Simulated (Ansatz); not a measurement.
Tl:
```xyz
4
Lattice="3.4335 0.0000 0.0000 -1.7168 2.9735 0.0000 0.0000 0.0000 11.1268" Properties=species:S:1:pos:R:3 pbc="T T T"
Tl     0.0000     0.0000     0.0000
Tl     0.0000     0.0000     5.5634
Tl     0.0000     1.9823     2.7817
Tl     1.7168     0.9912     8.3451
```

Relaxed with PBEsol. Special points in fractions of this cell's reciprocal vectors: Γ (0.000, 0.000, 0.000); M (0.500, 0.000, 0.000); K (0.333, 0.333, 0.000); A (0.000, 0.000, 0.500); L (0.500, 0.000, 0.500); H (0.333, 0.333, 0.500).

List the band energies nearest the Fermi level at these points for plane-wave PAW PBEsol (Ansatz code).

In eV from the Fermi level; about four levels below and three above (degenerate sets whole), none deeper than 8.9 eV; points with the same levels are listed once.

```
k                    below                          above
-  -----------------------  -----------------------------
Γ  -8.65 -8.63 -5.19 -2.90            3.21 3.22 8.21 8.21
M  -3.95 -2.69 -2.37 -0.26                 0.17 1.89 2.92
K  -0.59 -0.59 -0.43 -0.43                 1.77 2.37 2.37
A  -6.86 -6.86 -0.55 -0.55  7.47 7.47 8.49 8.49 8.49 8.49
L  -1.75 -1.75 -1.10 -1.10            3.56 3.56 4.47 4.47
H  -4.25 -4.25 -1.12 -1.12            0.11 0.11 0.92 0.92
```

Space group P6_3/mmc (dhcp (α-La type)). The first step of the workflow began from a Materials Project structure, measured or hypothetical. Its sites differ from those of the usual phase in this space group: another stacking or structure type. The PBEsol relaxation kept the symmetry of its start; its stability against distortions is not shown here. Scalar-relativistic: spin–orbit coupling is off unless named, which matters more the heavier the elements.

Potentials: the later of the program's two PAW sets.
